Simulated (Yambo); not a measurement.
Yambo run on BaCu2S2 (space group I4/mmm, No. 139). The wavefunctions come from this Quantum ESPRESSO step (PBEsol, PseudoDojo standard norm-conserving files, scalar-relativistic):

```
&CONTROL
  calculation = 'nscf'
  pseudo_dir = './pseudo'
  outdir = './out'
/
&SYSTEM
  ibrav = 0
  nat = 5
  ntyp = 3
  ecutwfc = 92.0
  ecutrho = 368.0
  occupations = 'fixed'
  force_symmorphic = .true.
  nbnd = 117
/
&ELECTRONS
  conv_thr = 5e-09
  diago_full_acc = .true.
  diago_thr_init = 1e-08
/
ATOMIC_SPECIES
S 32.0600 S.upf
Cu 63.5460 Cu.upf
Ba 137.3270 Ba.upf
CELL_PARAMETERS angstrom
 -1.950965000000   1.950965000000   6.325050000000
  1.950965000000  -1.950965000000   6.325050000000
  1.950965000000   1.950965000000  -6.325050000000
ATOMIC_POSITIONS crystal
S   0.641010000000   0.641010000000  -0.000000000000
S   0.358990000000   0.358990000000   0.000000000000
Cu   0.750000000000   0.250000000000   0.500000000000
Cu   0.250000000000   0.750000000000   0.500000000000
Ba   0.000000000000   0.000000000000   0.000000000000
K_POINTS automatic
4 4 4 0 0 0
```

Yambo input:

```
rim_cut
gw0
dyson
el_el_corr
HF_and_locXC
ppa
em1d
RandQpts= 1000000
RandGvec= 1 Ry
EXXRLvcs= 92 Ry
VXCRLvcs= 368 Ry
Chimod= "HARTREE"
% BndsRnXp
 9 | 116 |
%
NGsBlkXp= 6 Ry
% LongDrXp
 1.0 | 1.0 | 1.0 |
%
PPAPntXp= 27.2114 eV
% GbndRnge
 1 | 116 |
%
GTermKind= "BG"
DysSolver= "n"
ExtendOut
% QPkrange
 1 | 1 | 30 | 31 |
 3 | 3 | 30 | 31 |
 6 | 6 | 30 | 31 |
 8 | 8 | 30 | 31 |
 13 | 13 | 30 | 31 |
%
```

k points by index: 1 = Γ, 3 = X, 6 = N, 8 = P, 13 = Z.

Table of the .qp output:

```
#    K-point    Band    Eo [eV]    E [eV]    E-Eo [eV]    Vxc [eV]    Vnlxc [eV]    Sc|Eo [eV]    Sc|E [eV]    dSc/dw|Eo [eV]    Re(Z)    Im(Z)
#
    1    30    0.000000    -0.366289    -0.366289    -22.94657    -27.68779    4.254013    4.374928    -8.979014    0.751892    -0.001624
    1    31    0.440660    0.625880    0.185221    -9.477588    -5.348730    -3.901190    -3.943637    -6.232241    0.813647    -0.001282
    3    30    -1.059629    -1.433603    -0.373974    -30.61566    -38.49220    7.352119    7.502567    -10.94054    0.713233    -0.001756
    3    31    2.163804    2.476669    0.312865    -14.92998    -11.48663    -3.050467    -3.130484    -6.958085    0.796364    -0.963213E-3
    6    30    -0.407295    -0.785721    -0.378426    -24.29772    -29.77267    4.965829    5.096525    -9.393701    0.743373    -0.001690
    6    31    1.369623    1.614194    0.244571    -13.02659    -9.455973    -3.264575    -3.326042    -6.836355    0.799210    -0.001329
    8    30    -1.084617    -1.460626    -0.376010    -30.66642    -38.59004    7.395954    7.547605    -10.96803    0.712719    -0.001836
    8    31    2.841860    3.150730    0.308871    -14.97848    -11.36281    -3.227331    -3.306795    -6.995243    0.795488    -0.003182
    13    30    -0.085297    -0.451867    -0.366569    -23.48118    -28.39629    4.425792    4.548532    -9.107457    0.749232    -0.001651
    13    31    0.629931    0.833045    0.203114    -12.88637    -9.420834    -3.211520    -3.262418    -6.815636    0.799697    -0.001362
```
(The two width columns are left out.) Convergence of these settings isn't established.

Geometry of the Materials Project entry, not relaxed at this level.

The structure is a Materials Project entry; no match was found in the copy of COD used, and its stability was not checked.
